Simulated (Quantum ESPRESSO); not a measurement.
# RuBe2Rh4Cu: a guest atom moved from site to site

Simulated, not a measurement. The program is pw.x of Quantum ESPRESSO 7.5 (plane-wave density functional theory). The cell is made up: eight metal atoms on a face-centred cubic lattice, with elements, volume, strain and displacements drawn at random and not relaxed, so it may be unstable or far from any real phase. PseudoDojo standard norm-conserving files set the functional (PBE unless stated); there is no spin polarisation or spin-orbit coupling, the Fermi-Dirac width of 0.25 eV means electrons at about 2900 K, and the masses in the input are unused placeholders. The beryllium pseudopotential is less sure than most, with forces differing by about two percent and pressure by one to two GPa from a second method on plain beryllium. The copper pseudopotential is less sure than most, with forces differing by about three percent and pressure by about two GPa from a second method on plain copper. A spin test at this wide smearing found no moment, but such smearing suppresses magnetism that the real alloy may have.

The runs move one Ru atom among sites that otherwise hold Rh. Cell, positions, cutoff, mesh and smearing stay as in the input of run 1; sites are counted in its order. Stress in the tables is positive in tension.

Input of run 1:

```
&control calculation='scf', pseudo_dir='./dojo.nc.sr.pbe.v0_5.standard.upf', outdir='./o', disk_io='minimal', tprnfor=.true., tstress=.true. /
&system ibrav=0, nat=8, ntyp=4, nbnd=70, ecutwfc=92.02030273, nosym=.true., tot_charge=0,
 occupations='smearing', smearing='fd', degauss=0.0183746611
/
&electrons conv_thr=1.470e-08, electron_maxstep=70, mixing_beta=0.5 /
ATOMIC_SPECIES
Be 1.0 Be.upf
Cu 1.0 Cu.upf
Rh 1.0 Rh.upf
Ru 1.0 Ru.upf
CELL_PARAMETERS angstrom
0.0149 3.7641 -0.0045
-3.783 -0.0106 -3.7616
-3.8189 -0.0194 3.7976
ATOMIC_POSITIONS angstrom
Ru -0.0531 0.0643 0.1057
Be -1.9083 -0.1638 1.7971
Rh -1.96 -0.0815 -1.9169
Rh -3.8314 0.0643 0.0301
Be -1.9313 1.8636 0.0029
Cu -3.8352 1.8499 1.811
Rh -3.8926 1.7613 -2.0071
Rh -5.6546 1.8343 0.2307
K_POINTS automatic
6 5 4 1 1 1
```

| run | elements on sites 1 to 8 | free energy less that of run 1 (eV) | -TS (eV) | pressure (GPa) | stress xx (GPa) | stress yy (GPa) | stress zz (GPa) | stress yz (GPa) | stress xz (GPa) | stress xy (GPa) | iterations |
| --- | --- | --- | --- | --- | --- | --- | --- | --- | --- | --- | --- |
| 1 | Ru Be Rh Rh Be Cu Rh Rh | 0.000 | -1.699 | -2.50 | 7.31 | -0.73 | 0.92 | -4.57 | 0.26 | 1.90 | 18 |
| 2 | Rh Be Rh Ru Be Cu Rh Rh | 0.075 | -1.697 | -2.43 | 7.56 | -0.18 | -0.10 | -5.40 | -0.57 | 1.55 | 18 |
| 3 | Rh Be Rh Rh Be Cu Ru Rh | -0.208 | -1.595 | -2.81 | 6.95 | -0.05 | 1.54 | -4.97 | -0.13 | 1.86 | 18 |
| 4 | Rh Be Rh Rh Be Cu Rh Ru | -0.264 | -1.564 | -3.00 | 8.52 | 0.11 | 0.38 | -5.15 | -0.48 | 1.60 | 18 |

Forces Fx Fy Fz (eV/Å):

```
site              run 1              run 2              run 3              run 4
   1  -0.99 -1.50 -2.14  -1.21 -1.67 -2.64  -1.33 -1.49 -2.06  -0.97 -1.76 -2.77
   2    -0.10 0.19 0.21    -0.07 0.20 0.15    -0.14 0.18 0.17    -0.04 0.20 0.20
   3     0.80 0.35 2.33     0.43 0.30 2.22     0.42 0.36 2.23     0.63 0.27 1.76
   4    1.27 -1.00 0.04   0.68 -0.88 -0.32   0.92 -0.93 -0.33   0.77 -0.94 -0.19
   5   -0.06 0.01 -0.16    0.05 0.00 -0.10  -0.04 -0.01 -0.15   0.05 -0.03 -0.08
   6     1.26 0.21 1.43     1.35 0.20 1.36     1.36 0.20 1.37     1.33 0.23 1.45
   7    -1.09 1.64 1.43    -0.82 1.74 2.35    -0.47 1.52 1.79    -1.07 1.93 2.10
   8   -1.09 0.11 -3.14   -0.40 0.11 -3.02   -0.71 0.17 -3.01   -0.71 0.11 -2.47
```

The sites are displaced and not relaxed, so the energy differences hold strain from misfit and are not ordering energies. A rerun of one cell of this series at a higher cutoff and on a denser mesh moved values by no more than 0.003 eV in energy, 0.09 GPa in stress and 0.007 eV/Å in force, and a second program with other atomic files agreed on that cell to 2 % rms in force and 0.5 GPa in pressure.